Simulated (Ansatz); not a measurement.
Sheets of one type (M2XT2 MXene (fcc sites)-type), PBE in the plane-wave PAW code Ansatz; HSE06 gaps on those cells.

```
layer   a (Å)  thickness (Å)
------  -----  -------------
Zr2F2N  3.297           4.98
Zr2NS2      …              …
V2NS2   3.072           5.23
Sc2NS2  3.332           5.88
Ta2NS2  3.314           5.45
Ti2NS2  3.181           5.42
```

Question: Complete the blanks.

Answer: 
- Zr2NS2, a (Å): 3.439
- Zr2NS2, thickness (Å): 5.73

Began spin-polarised and lost the moments: Zr2F2N, M2XT2 MXene (fcc sites)-type layer; Zr2NS2, M2XT2 MXene (fcc sites)-type layer; V2NS2, M2XT2 MXene (fcc sites)-type layer; Sc2NS2, M2XT2 MXene (fcc sites)-type layer; Ta2NS2, M2XT2 MXene (fcc sites)-type layer; Ti2NS2, M2XT2 MXene (fcc sites)-type layer. All cells were relaxed under the symmetry of their starts (and spin orders); stability against distortions was not tested throughout. Spin–orbit coupling is left out wherever it is not named. Constructed layers (a layer type filled with these elements): Zr2F2N, M2XT2 MXene (fcc sites)-type layer; Zr2NS2, M2XT2 MXene (fcc sites)-type layer; V2NS2, M2XT2 MXene (fcc sites)-type layer; Sc2NS2, M2XT2 MXene (fcc sites)-type layer; Ta2NS2, M2XT2 MXene (fcc sites)-type layer; Ti2NS2, M2XT2 MXene (fcc sites)-type layer.

Potentials: the later of the program's two PAW sets.
